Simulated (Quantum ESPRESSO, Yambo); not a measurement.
CdS (zinc blende, space group F-43m, No. 216) under isotropic strain of -3 % on all lattice vectors. The PBEsol cell relaxed from Materials Project entry mp-2469 was given an isotropic strain of -3 % on all lattice vectors, and the atoms were relaxed again. Chain: PBEsol (Quantum ESPRESSO, PseudoDojo norm-conserving, 102 Ry, no spin-orbit coupling); G0W0 in Yambo (4×4×4 Γ-centred k mesh, bands 5 to 118 and a 10 Ry block in the screening, 118 bands in G with the Bruneval-Gonze terminator, plasmon pole fitted at 27.2 eV); BSE (8×8×8 mesh, 3 valence and 1 conduction bands, static screening with 30 bands and a 4 Ry block, scissor 1.23 eV, Tamm-Dancoff).

```
Quantity                                                                       Value
-----------------------------------------------  -----------------------------------
PBEsol gap (dense path)                                                      1.19 eV
PBEsol gap Γ → Γ on the GW mesh                                              1.19 eV
PBEsol smallest direct gap on the GW mesh, at Γ                              1.19 eV
G0W0 direct gap at that point                                                2.42 eV
G0W0 correction to the gap Γ → Γ                                             1.23 eV
lowest exciton                                   no binding energy given (see below)
```

Rough cost of the Yambo steps against G0W0 for 6 states: BSE within a factor of two.

Convergence of the G0W0 settings was not tested. The BSE states are vertical excitations (zero momentum). The lowest state covers only about 1 of the 512 k points, so the mesh doesn't resolve it: its energy and its distance from the direct gap are mesh artefacts. An extended exciton needs a far denser mesh.

Spin-orbit splittings are left out.
